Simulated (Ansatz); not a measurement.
Relaxed-ion elastic tensor of MgS in space group P4_2/mnm (No. 136; Mg on 4g, S on 4f) in GPa (Voigt order), the program Ansatz at the PBEsol level (PAW); density 1.99 g/cm³, 23.53 Å³ per atom.

```
50.7  49.5  48.1   0.0   0.0   0.0
49.5  50.7  48.1   0.0   0.0   0.0
48.1  48.1  93.7   0.0   0.0   0.0
 0.0   0.0   0.0  15.7   0.0   0.0
 0.0   0.0   0.0   0.0  15.7   0.0
 0.0   0.0   0.0   0.0   0.0  22.0
```

### Question
Is the crystal mechanically stable?

### Answer
On the edge, within the error: the smallest eigenvalue of C is 1.2 GPa.

### Question
Work out the Voigt and Reuss bounds. Is their mean of use?

### Answer
K_V = 54.1, K_R = 50.0; G_V = 14.0, G_R = 2.7 GPa. The bounds lie so far apart that a Hill average or a Debye temperature from it would say little.

The start of the workflow was typed in or built on a structure type; neither database checked (COD, Materials Project) lists it. COD files the formula under space group No. 225. Whether it is the stable phase at ambient conditions was not checked. The PBEsol relaxation kept the symmetry of its start; its stability against distortions is not shown here.

Potentials: the earlier of the program's two PAW sets. The files were generated under PBE; for other functionals the program regenerates the frozen cores, and for LDA and PBEsol the local potential too.
